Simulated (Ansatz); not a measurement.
Pt₃W:
```cif
data_Pt3W
_chemical_formula_sum 'Pt3 W1'
_space_group_name_H-M_alt 'P 1'
_space_group_IT_number 1
_cell_length_a 4.84271
_cell_length_b 4.84271
_cell_length_c 4.84271
_cell_angle_alpha 132.834
_cell_angle_beta 132.834
_cell_angle_gamma 68.915
loop_
_space_group_symop_operation_xyz
  'x, y, z'
loop_
_atom_site_label
_atom_site_type_symbol
_atom_site_fract_x
_atom_site_fract_y
_atom_site_fract_z
_atom_site_occupancy
Pt1 Pt 0.75000 0.25000 0.50000 1
Pt2 Pt 0.25000 0.75000 0.50000 1
Pt3 Pt 0.50000 0.50000 0.00000 1
W1 W 0.00000 0.00000 0.00000 1
```

Relaxed with PBEsol.

Q: Which orbitals make up the states near the Fermi level in DFT-PBEsol in the program Ansatz with PAW potentials?

A: Within 0.5 eV of the Fermi level: W 5d 50 %, Pt 5d 41 %. Projections are on Löwdin-orthogonalised atomic valence shells; empty p or d shells of many metals are not among them.

Q: Tabulate the density of states.

A: States/eV per cell of 4 atoms, in 0.25 eV bins, energy from the Fermi level.

```csv
E (eV),total,Pt 5d,W 5d,Pt 6s
-7.85,1.38,0.43,0.13,0.65
-7.60,2.41,1.06,0.29,0.86
-7.35,2.81,1.55,0.38,0.67
-7.10,4.04,2.39,0.53,0.77
-6.85,5.16,3.51,0.67,0.66
-6.60,5.43,3.99,0.71,0.50
-6.35,5.15,3.98,0.66,0.36
-6.10,4.83,3.88,0.58,0.24
-5.85,3.99,3.28,0.47,0.14
-5.60,3.98,3.46,0.36,0.08
-5.35,4.66,3.98,0.46,0.09
-5.10,4.52,3.78,0.52,0.10
-4.85,5.71,4.77,0.64,0.16
-4.60,5.99,5.08,0.53,0.22
-4.35,5.18,4.30,0.46,0.24
-4.10,5.59,4.59,0.50,0.27
-3.85,7.63,6.33,0.79,0.26
-3.60,6.21,5.06,0.74,0.21
-3.35,5.00,3.89,0.75,0.18
-3.10,4.82,3.61,0.75,0.21
-2.85,5.36,4.15,0.76,0.20
-2.60,6.06,4.89,0.73,0.19
-2.35,5.15,3.83,0.88,0.15
-2.10,3.73,2.62,0.73,0.14
-1.85,3.51,2.55,0.60,0.13
-1.60,2.87,2.18,0.41,0.11
-1.35,2.76,2.16,0.33,0.11
-1.10,3.63,2.94,0.44,0.12
-0.85,4.16,3.35,0.52,0.16
-0.60,2.93,1.96,0.65,0.17
-0.35,2.54,1.28,1.03,0.09
-0.10,2.86,1.12,1.51,0.08
0.15,2.56,0.89,1.42,0.10
0.40,2.43,0.83,1.34,0.11
0.65,2.61,0.98,1.38,0.12
0.90,3.40,1.31,1.80,0.15
1.15,4.60,1.74,2.52,0.17
1.40,4.97,1.81,2.83,0.16
1.65,4.41,1.44,2.42,0.24
1.90,2.40,0.67,1.20,0.22
2.15,1.74,0.45,0.76,0.23
2.40,1.46,0.35,0.56,0.23
2.65,1.24,0.28,0.41,0.23
2.90,1.20,0.25,0.36,0.24
3.15,1.11,0.20,0.25,0.27
3.40,1.20,0.19,0.21,0.36
3.65,1.28,0.18,0.18,0.41
3.90,1.15,0.15,0.16,0.33
4.15,1.37,0.17,0.25,0.32
4.40,1.07,0.12,0.18,0.26
4.65,0.81,0.08,0.12,0.21
```

Space group I4/mmm. The workflow started from a Materials Project entry (that database holds measured and hypothetical structures alike); the Crystallography Open Database copy checked does not list it. Its standing as an ambient phase is unchecked. Symmetry was held in the PBEsol relaxation; its stability against distortions is not shown here. The run is not spin-polarised. Scalar-relativistic: spin–orbit coupling is off unless named, which matters more the heavier the elements.

Potentials: the later of the program's two PAW sets.
